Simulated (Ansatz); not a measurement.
Mg₅CdS₆ (P-3m1) at 2 levels of theory

One geometry, relaxed with PBE; plane waves with PAW potentials in Ansatz, scalar-relativistic. No spin polarisation. Gaps are the least over mesh and band path; pressure is positive in compression.

Space group P-3m1 (No. 164). a = 3.730 Å, b = 3.730 Å, c = 18.310 Å, α = 90.00°, β = 90.00°, γ = 120.00°
```json
{"atom": "Mg", "site": "2d", "symmetry": "3m.", "x": "0.3333", "y": "0.6667", "z": "0.8359"}
{"atom": "Mg", "site": "1a", "symmetry": "-3m.", "x": "0.0000", "y": "0.0000", "z": "0.0000"}
{"atom": "Mg", "site": "2d", "symmetry": "3m.", "x": "0.3333", "y": "0.6667", "z": "0.3284"}
{"atom": "Cd", "site": "1b", "symmetry": "-3m.", "x": "0.0000", "y": "0.0000", "z": "0.5000"}
{"atom": "S", "site": "2d", "symmetry": "3m.", "x": "0.6667", "y": "0.3333", "z": "0.9180"}
{"atom": "S", "site": "2c", "symmetry": "3m.", "x": "0.0000", "y": "0.0000", "z": "0.2462"}
{"atom": "S", "site": "2d", "symmetry": "3m.", "x": "0.6667", "y": "0.3333", "z": "0.4095"}
```

```json
{"level": "PBE", "cutoff (eV)": "420", "k mesh": "12×12×2", "gap (eV)": "1.92", "pressure (GPa)": "0.0"}
```

Question: What comes out on the same cell with LDA?

Answer:
```tsv
level	cutoff (eV)	k mesh	gap (eV)	pressure (GPa)
LDA	420	12×12×2	1.68	-4.7
```

The cell was found from a structure generator's guess, not taken from experiment.
